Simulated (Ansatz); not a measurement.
**Cancellation of cutoff errors in Be3Rh**

Computed with DFT PBEsol, scalar-relativistic, plane waves, PAW in Ansatz.

```yaml
crystal:
  lattice:
    - [-1.61636, 1.61636, 3.63735]
    - [1.61636, -1.61636, 3.63735]
    - [1.61636, 1.61636, -3.63735]
  atoms:
    - { symbol: Be, position: [0.75000, 0.25000, 0.50000] }
    - { symbol: Be, position: [0.25000, 0.75000, 0.50000] }
    - { symbol: Be, position: [0.50000, 0.50000, 0.00000] }
    - { symbol: Rh, position: [0.00000, 0.00000, 0.00000] }
```

The Γ-centred k-mesh is 18×18×18, the occupation rule is Gaussian smearing, 0.1 eV and the spin treatment is unpolarised.

A second cell has all atoms moved and the lattice slightly strained:

```yaml
crystal:
  lattice:
    - [-1.68382, 1.59900, 3.60722]
    - [1.58045, -1.61726, 3.56939]
    - [1.66359, 1.59703, -3.61533]
  atoms:
    - { symbol: Be, position: [0.75011, 0.27707, 0.51572] }
    - { symbol: Be, position: [0.21596, 0.75160, 0.47406] }
    - { symbol: Be, position: [0.46133, 0.49423, 0.00516] }
    - { symbol: Rh, position: [0.01674, 0.01892, 0.97416] }
```

It ran on a 10×10×12 mesh, another than the first cell's, which shifts the difference by nearly the same amount at every cutoff. Both were run at several values of the cutoff; energies per atom at zero smearing, errors against the largest value (420 eV), which isn't proved converged itself.

| cutoff | error, first cell (meV) | error, second cell (meV) |
| --- | --- | --- |
| 250 eV | 434.78 | 431.22 |
| 300 eV | 50.68 | 52.55 |
| 350 eV | 4.00 | 4.21 |

Task: At the largest value the second cell lies 67.22 meV/atom above the first. What is the error of that difference at each value, and where does each quantity come within 1 meV/atom?

Result: The error of the difference is the second cell's error less the first's:
```
cutoff difference (meV) its error (meV)
250 eV             63.66            -3.56
300 eV             69.09             1.87
350 eV             67.43             0.21
```

No value below the largest brings the first cell's total energy within 1 meV/atom, while the difference is there from 350 eV on. Most of the error cancels, by a factor of about 27 in the median. A missing short wave mostly misdescribes the region near each nucleus, which both cells share; what doesn't cancel comes largely from the change of volume and bonding.

1 further run of this set isn't shown.